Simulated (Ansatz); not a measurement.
ZnIn2O4:
```cif
data_In2O4Zn
_chemical_formula_sum 'In2 Zn1 O4'
_space_group_name_H-M_alt 'P 1'
_space_group_IT_number 1
_cell_length_a 6.02477
_cell_length_b 6.02477
_cell_length_c 6.02477
_cell_angle_alpha 134.087
_cell_angle_beta 134.087
_cell_angle_gamma 66.951
loop_
_space_group_symop_operation_xyz
  'x, y, z'
loop_
_atom_site_label
_atom_site_type_symbol
_atom_site_fract_x
_atom_site_fract_y
_atom_site_fract_z
_atom_site_occupancy
In1 In 0.50000 0.50000 0.00000 1
In2 In 0.25000 0.75000 0.50000 1
Zn1 Zn 0.00000 0.00000 0.00000 1
O1 O 0.33319 0.85061 0.95886 1
O2 O 0.89175 0.37433 0.04114 1
O3 O 0.14939 0.10825 0.48258 1
O4 O 0.62567 0.66681 0.51742 1
```

Relaxed with r²SCAN. 

Q: HSE06 on this cell (Ansatz, a quantum-chemistry and plane-wave program, PAW) gives a gap of 2.37 eV. What does r²SCAN give?

A: 1.28 eV.

Cost on shared cores: the r²SCAN run (SCF on a 8×8×8 mesh, then bands and DOS) roughly 7 core-minutes, the HSE06 run (SCF on 5×5×5, then a few points) very roughly 4 core-minutes; the tasks are unlike.

Space group I-4. The cell is a constructed one: a structure type filled with these elements; neither database checked (COD, Materials Project) lists it. Its standing as an ambient phase is unchecked. The r²SCAN relaxation kept the symmetry of its start; its stability against distortions is not shown here. Spin–orbit coupling is left out wherever it is not named.

Potentials: the earlier of the program's two PAW sets.

Ansatz is a plane-wave DFT program.
